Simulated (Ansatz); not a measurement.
Ni3O4:
```xyz
14
Lattice="0.0000 4.0575 4.0575 4.0575 0.0000 4.0575 4.0575 4.0575 0.0000" Properties=species:S:1:pos:R:3 pbc="T T T"
Ni     3.0431     3.0431     1.0144
Ni     3.0431     1.0144     3.0431
Ni     1.0144     1.0144     1.0144
Ni     1.0144     3.0431     3.0431
Ni     6.0862     6.0862     6.0862
Ni     4.0575     4.0575     4.0575
O      2.9759     2.9759     2.9759
O      7.1679     5.0046     5.0046
O      5.1391     5.1391     2.9759
O      5.0046     7.1679     5.0046
O      2.9759     5.1391     5.1391
O      7.1679     7.1679     7.1679
O      5.1391     2.9759     5.1391
O      5.0046     5.0046     7.1679
```
The run is spin-polarised; directions of the spins, atom by atom: ↑ ↑ ↑ ↑ ↓ ↓ 0 0 0 0 0 0 0 0.

Relaxed with r²SCAN.

Map the electron localisation function on the plane through (0.125, 0.125, 0.125) spanned by u = [1, 0, 0] and v = [-1, 1, 1] in lattice vectors, from r²SCAN in the plane-wave PAW code Ansatz.

x is the fraction of u, y of v (the angle between them is 90°; rows are the nearest grid lines); atoms in the plane: Ni at (0.00, 0.00), Ni at (0.50, 0.00), Ni at (0.25, 0.62), Ni at (0.75, 0.38), O at (0.48, 0.24), O at (0.98, 0.76), O at (0.02, 0.24), O at (0.52, 0.76).
```
y \ x   0.000  0.103  0.172  0.276  0.379  0.448  0.552  0.621  0.724  0.828  0.897   1.00
------  -----  -----  -----  -----  -----  -----  -----  -----  -----  -----  -----  -----
1.00    0.989  0.352  0.103  0.074  0.252  0.897  0.898  0.251  0.074  0.102  0.352  0.989
0.925   0.209  0.211  0.089  0.057  0.184  0.219  0.215  0.171  0.051  0.082  0.200  0.209
0.850   0.774  0.409  0.086  0.026  0.308  0.676  0.719  0.404  0.041  0.131  0.508  0.774
0.775   0.397  0.789  0.265  0.092  0.726  0.745  0.499  0.779  0.103  0.502  0.771  0.397
0.700   0.784  0.447  0.155  0.341  0.246  0.819  0.790  0.753  0.087  0.391  0.791  0.784
0.625   0.368  0.130  0.616  0.977  0.172  0.162  0.357  0.128  0.026  0.042  0.185  0.368
0.550   0.044  0.088  0.182  0.348  0.098  0.075  0.025  0.030  0.053  0.044  0.027  0.044
0.450   0.044  0.027  0.044  0.053  0.030  0.025  0.075  0.098  0.348  0.182  0.087  0.044
0.375   0.368  0.185  0.042  0.026  0.128  0.357  0.163  0.172  0.978  0.617  0.130  0.368
0.300   0.784  0.791  0.392  0.087  0.753  0.790  0.821  0.240  0.341  0.155  0.451  0.784
0.225   0.396  0.771  0.502  0.103  0.779  0.498  0.745  0.726  0.092  0.264  0.789  0.396
0.150   0.775  0.507  0.131  0.041  0.404  0.717  0.676  0.308  0.026  0.086  0.409  0.775
0.0750  0.208  0.201  0.082  0.051  0.171  0.215  0.219  0.184  0.057  0.089  0.211  0.208
0.000   0.989  0.352  0.103  0.074  0.252  0.897  0.898  0.251  0.074  0.102  0.352  0.989
```

The density is the valence pseudo-density with augmentation charge, so density and ELF within about 1 Å of a nucleus are not all-electron values.

Space group Fd-3m. The start of the workflow was typed in or built on a structure type; neither database checked (COD, Materials Project) lists it. Its standing as an ambient phase is unchecked. Symmetry was held in the r²SCAN relaxation, as lowered by the spin order; its stability against distortions is not shown here. The final state is antiferromagnetic, chosen from 3 collinear starts compared on coarse meshes (ties went to the first, and starts can fall back to one state), not a proven ground state. Other orbital occupations within this spin state were not tried. No Hubbard U is applied.

Potentials: the earlier of the program's two PAW sets. The files were generated under PBE; for other functionals the program regenerates the frozen cores, and for LDA and PBEsol the local potential too.
